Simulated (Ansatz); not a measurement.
Here is the system:

MgTi$_{3}$N$_{3}$O:
```
CELL_PARAMETERS angstrom
      2.96233     0.00000     0.00000
      0.00000     2.96233     0.00000
      0.00000     0.00000     8.55198
ATOMIC_POSITIONS crystal
  Ti 0.00000 0.00000 0.76402
  N  0.50000 0.50000 0.74987
  Ti 0.50000 0.50000 0.00000
  N  0.00000 0.00000 0.00000
  Ti 0.00000 0.00000 0.23598
  N  0.50000 0.50000 0.25013
  Mg 0.50000 0.50000 0.50000
  O  0.00000 0.00000 0.50000
```

This is the PBEsol-relaxed structure.

### Question
All from plane-wave PAW PBEsol (Ansatz code), unless another level is named. Predict the electronic character.

### Answer
metallic (no gap).

### Question
Give the formation energy from the elements (no fitted shifts).

### Answer
-2.05 eV/atom.

### Question
What about the density of states at the Fermi level?

### Answer
0.32 states/eV per atom (mean over ±0.08 eV).

Space group P4/mmm. The start of the workflow was typed in or built on a structure type; neither database checked (COD, Materials Project) lists it. Whether it is the stable phase at ambient conditions was not checked. Symmetry was held in the PBEsol relaxation; its stability against distortions is not shown here. The workflow began spin-polarised and lost its moments. The compound may be a true metal, but semilocal functionals without U, or a wrong spin order, can also close a gap. The references are the lowest solids computed at this level, not always the standard phases (solids in place of the gases).

Potentials: the earlier of the program's two PAW sets. The files were generated under PBE; for other functionals the program regenerates the frozen cores, and for LDA and PBEsol the local potential too.
